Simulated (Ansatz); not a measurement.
## Computed properties of Ge

Ge:
```
CELL_PARAMETERS angstrom
      3.99765     0.00000     0.00000
     -1.99882     3.46207     0.00000
      0.00000     0.00000     6.59411
ATOMIC_POSITIONS crystal
  Ge 0.66667 0.33333 0.06285
  Ge 0.33333 0.66667 0.93715
  Ge 0.33333 0.66667 0.56285
  Ge 0.66667 0.33333 0.43715
```

Space group P6_3/mmc (No. 194); conventional cell a = b = 3.998 Å, c = 6.594 Å, α = β = 90.00°, γ = 120.00°.

Method: PBEsol in the plane-wave PAW code Ansatz. Structure relaxed to zero pressure with the same functional. Other levels are named where they apply.

Cell and energy:

| Item | Result |
|---|---|
| Volume per atom | 22.82 Å³ |
| Density | 5.29 g/cm³ |

Electronic structure:

| Property | Result |
|---|---|
| Electronic character | no gap, with almost no states at the Fermi level (zero-gap or semimetallic) |
| Density of states at the Fermi level | 0.01 states/eV per atom (mean over ±0.08 eV) |

Mechanics:

| Quantity | Result |
|---|---|
| Bulk modulus (Birch–Murnaghan fit) | 67.6 GPa |
| Pressure derivative B′ | 4.7 |
| Elastic constants (relaxed ions, GPa) | C11 = 136, C12 = 38.4, C13 = 25.5, C33 = 157, C44 = 38.3 |
| Mechanical stability | stable (all eigenvalues of C positive) |
| Hill bulk and shear moduli | 67.6 and 46.9 GPa |
| Young's modulus | 114 GPa |
| Poisson's ratio | 0.22 |
| Debye temperature from the elastic constants | 346 K |

The workflow started from a Materials Project entry (that database holds measured and hypothetical structures alike); the Crystallography Open Database copy checked does not list it. It is not the phase usual at ambient conditions (space group No. 227). The PBEsol relaxation kept the symmetry of its start; whether a distortion lowers the energy is not shown. As this level gives no gap, shear constants depend on the k-mesh and smearing (Fermi–Dirac, 0.1 eV here). Spin–orbit coupling is left out wherever it is not named.

Potentials: the later of the program's two PAW sets.
